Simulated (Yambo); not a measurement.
Material: WSe2 (space group P6_3/mmc, No. 194); a = b = 3.2800 Å, c = 12.7812 Å, α = β = 90.00°, γ = 120.00° (6 atoms in the cell). Cell and atoms were relaxed with PBE+D3(BJ) from Materials Project entry mp-1821, within its symmetry.

With PBE (stringent potentials; Quantum ESPRESSO, PseudoDojo norm-conserving, 104 Ry, scalar-relativistic), the gap between the mesh's edge points (Γ → (0.167, 0.167, 0)) is 0.895 eV.

Task: What does a G0W0 run in Yambo give for it (6×6×1 Γ-centred k mesh, bands 39 to 138 and a 6 Ry block in the screening, 138 bands in G with the Bruneval-Gonze terminator, plasmon pole fitted at 27.2 eV)?

Result: The correction is 0.233 eV, giving 1.127 eV, 1.3 times the PBE value.  Convergence of the G0W0 settings was not tested. Without spin-orbit coupling, band edges of such heavy elements can be off by tenths of an eV.
